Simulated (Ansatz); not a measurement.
## 17O quadrupolar fingerprints

All values are calculated (Ansatz; DFT, r2SCAN, plane waves and PAW, scalar-relativistic, 500 eV cutoff), not measured. Q(17O) = -25.58 mb, I = 5/2. The cells come from the COD, with the atoms relaxed (PBE, cell held). Calculated pressures reach 3 GPa in size and forces 0.4 eV/Å in them. Spin–orbit coupling is left out, which moves gradients at and beside heavy atoms (Bi, Ir, Pb) by some per cent and at some sites by far more.

Task: Rank the structures by their largest 17O |C_Q|, smallest first.
A.
VBiO4
Space group I4_1/a:1 (No. 88); a = 5.1470, c = 11.7216 Å.

| site | Wyckoff | site symmetry | x | y | z |
| --- | --- | --- | --- | --- | --- |
| V | 4a | -4.. | 0.0000 | 0.5000 | 0.2500 |
| Bi | 4b | -4.. | 0.5000 | 0.0000 | 0.2500 |
| O | 16f | 1 | 0.6394 | 0.2491 | 0.8286 |
B.
K3Ir2O6
Space group R-3:H (No. 148); a = 10.8202, c = 10.5416 Å, γ = 120.00°.

| site | Wyckoff | site symmetry | x | y | z |
| --- | --- | --- | --- | --- | --- |
| K | 18f | 1 | 0.7023 | 0.6416 | 0.5141 |
| Ir7 | 3a | -3. | 0.0000 | 0.0000 | 0.0000 |
| Ir8 | 3b | -3. | 0.0000 | 0.0000 | 0.5000 |
| Ir9 | 6c | 3. | 0.0000 | 0.0000 | 0.2568 |
| O11 | 18f | 1 | 0.8127 | 0.4593 | 0.4619 |
| O17 | 18f | 1 | 0.0287 | 0.1554 | 0.3787 |
C.
PbO2
Space group P4_2/mnm (No. 136); a = 4.9578, c = 3.3878 Å.

```
site  Wyckoff  site symmetry       x       y       z
  Pb       2a           m.mm  0.0000  0.0000  0.0000
   O       4f           m.2m  0.3067  0.3067  0.0000
```

Result: A (2.54 MHz), B (5.18 MHz), C (7.77 MHz).

In K3Ir2O6 (R-3), PbO2 (P4_2/mnm) small gradients can still move by 0.1 × 10²¹ V/m² or more with the k-mesh.

The crystals are a selection from a larger pool of database entries, not a random sample of it.
